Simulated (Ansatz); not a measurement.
# SiGe: computed property card

SiGe:
```
CELL_PARAMETERS angstrom
      1.43738     0.82987     4.71684
     -1.43738     0.82987     4.71684
      0.00000    -1.65975     4.71684
ATOMIC_POSITIONS crystal
  Ge 0.00000 0.00000 0.00000
  Si 0.50000 0.50000 0.50000
```

Space group R-3m (No. 166); conventional cell a = b = 2.875 Å, c = 14.151 Å, α = β = 90.00°, γ = 120.00°.

Method: r²SCAN (plane waves, PAW; program Ansatz). Structure relaxed to zero pressure with the same functional. Other levels are named where they apply.

Cell and energy:

```
Property                                                      Value
-----------------------------------------------------  ------------
Volume per atom                                            16.88 Å³
Density                                                  4.95 g/cm³
Formation energy from the elements (no fitted shifts)  0.75 eV/atom
```

Electronic structure:

```
Property                                                                     Value
------------------------------------  --------------------------------------------
Electronic character                                             metallic (no gap)
Density of states at the Fermi level  0.42 states/eV per atom (mean over ±0.08 eV)
Gap with spin–orbit coupling                                       none (metallic)
```

Mechanics:

```
Property                               Value
----------------------------------  --------
Bulk modulus (Birch–Murnaghan fit)  728 kbar
Pressure derivative B′                   4.5
```

Charges:

```
Item                         Result
-------------  --------------------
Bader charges  Ge +0.01, Si -0.01 e
```

The start of the workflow was typed in or built on a structure type; neither database checked (COD, Materials Project) lists it. Its standing as an ambient phase is unchecked. The r²SCAN relaxation kept the symmetry of its start; its stability against distortions is not shown here. Its formation energy is positive at this level, so the cell may be metastable or incomplete. The references are the lowest solids computed at this level, not always the standard phases. Spin–orbit coupling is left out wherever it is not named.

Potentials: the later of the program's two PAW sets.
